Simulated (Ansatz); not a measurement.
SnGe (wurtzite, P6_3mc) at seven volumes, HSE06 in the plane-wave PAW code Ansatz, shape and atoms relaxed at each. One row is withheld.

```
V (Å³/atom)  P (GPa)
-----------  -------
26.183          6.38
27.046          3.82
27.909          1.67
28.772          0.00
29.635         -1.53
30.498         -2.79
31.362             ?
```

Problem. Fit the shown pressures and predict the withheld one.

Solution. Third-order Birch–Murnaghan: P = (3/2)B₀(x^(7/2) − x^(5/2))[1 + (3/4)(B′ − 4)(x − 1)] with x = (V₀/V)^(2/3). Least squares on the six rows gives V₀ = 28.743 Å³/atom, B₀ = 54.15 GPa, B′ = 4.95. At V = 31.362, x = 0.9435 and P = -3.81 GPa. The run itself gave -3.85 GPa.

The cell is a constructed one: a structure type filled with these elements; neither database checked (COD, Materials Project) lists it. Its standing as an ambient phase is unchecked. The cell was relaxed with HSE06 under the symmetry of its start; whether a distortion lowers the energy is not shown. The hybrid run found no gap, on a coarse k-mesh. Scalar-relativistic: spin–orbit coupling is off unless named, which matters more the heavier the elements.

Potentials: the later of the program's two PAW sets.
